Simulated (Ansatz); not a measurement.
# Al$_{4}$Co$_{3}$Ni (Im-3m) at 2 levels of theory

One geometry, relaxed with PBE; plane waves with PAW potentials in Ansatz, scalar-relativistic. Collinear spin, ending at 1.0 μB a primitive cell. Gaps are the least over mesh and band path; pressure is positive in compression.

```cif
data_structure
_symmetry_space_group_name_H-M 'Im-3m'
_symmetry_Int_Tables_number 229
_cell_length_a 5.7309
_cell_length_b 5.7309
_cell_length_c 5.7309
_cell_angle_alpha 90.000
_cell_angle_beta 90.000
_cell_angle_gamma 90.000
_cell_volume 188.22
loop_
_atom_site_label
_atom_site_type_symbol
_atom_site_symmetry_multiplicity
_atom_site_Wyckoff_symbol
_atom_site_fract_x
_atom_site_fract_y
_atom_site_fract_z
_atom_site_occupancy
Al1 Al 8 c 0.25000 0.75000 0.25000 1
Co1 Co 6 b 0.00000 0.50000 0.00000 1
Ni1 Ni 2 a 0.00000 0.00000 0.00000 1
```

| level | cutoff (eV) | k mesh | gap (eV) | pressure (GPa) | largest moment (μB) |
| --- | --- | --- | --- | --- | --- |
| PBE | 420 | 10×10×10 | 0 | 0.0 | 0.32 |

**Question.** What comes out on the same cell with r2SCAN?

**Answer.**
```json
{"level": "r2SCAN", "cutoff (eV)": "500", "k mesh": "10×10×10", "gap (eV)": "0", "pressure (GPa)": "-3.8", "largest moment (μB)": "0.70"}
```

The state reached may not be the lowest one.

It was reached by relaxing an invented guess, and it needn't be the stable form of this composition.
